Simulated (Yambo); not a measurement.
Yambo run on LiTaO$_{3}$ (space group R3c, No. 161). The wavefunctions are norm-conserving PBEsol (Quantum ESPRESSO, 84 Ry, scalar-relativistic) ones on a 4×4×4 mesh (34 occupied bands); a = 5.477 Å, b = 5.477 Å, c = 5.477 Å, α = 55.90°, β = 55.90°, γ = 55.90°.

Yambo input:

```
rim_cut
HF_and_locXC
RandQpts= 1000000
RandGvec= 1 Ry
EXXRLvcs= 84 Ry
VXCRLvcs= 336 Ry
% QPkrange
 1 | 1 | 34 | 35 |
 3 | 3 | 34 | 35 |
 7 | 7 | 34 | 35 |
 13 | 13 | 34 | 35 |
%
```

k points by index: 1 = Γ, 3 = L, 7 = F, 13 = Z.

The o-*.hf file then holds:

```
#    K-point    Band    Eo [eV]    Ehf [eV]    Vxc [eV]    Vnlxc [eV]
#
    1    34    0.000000    -5.243188    -19.73294    -24.97613
    1    35    3.866246    9.699638    -15.81682    -9.983431
    3    34    -0.218921    -5.550422    -19.35510    -24.68660
    3    35    4.619233    10.51234    -16.36928    -10.47618
    7    34    -0.250063    -5.631413    -19.24043    -24.62178
    7    35    3.918374    9.743209    -15.93171    -10.10687
    13    34    -0.266620    -5.589101    -19.33152    -24.65400
    13    35    5.232737    11.33419    -16.41499    -10.31354
```
Exchange alone, without screening.

Spin-orbit coupling is not included.

Geometry of the Materials Project entry, not relaxed at this level.
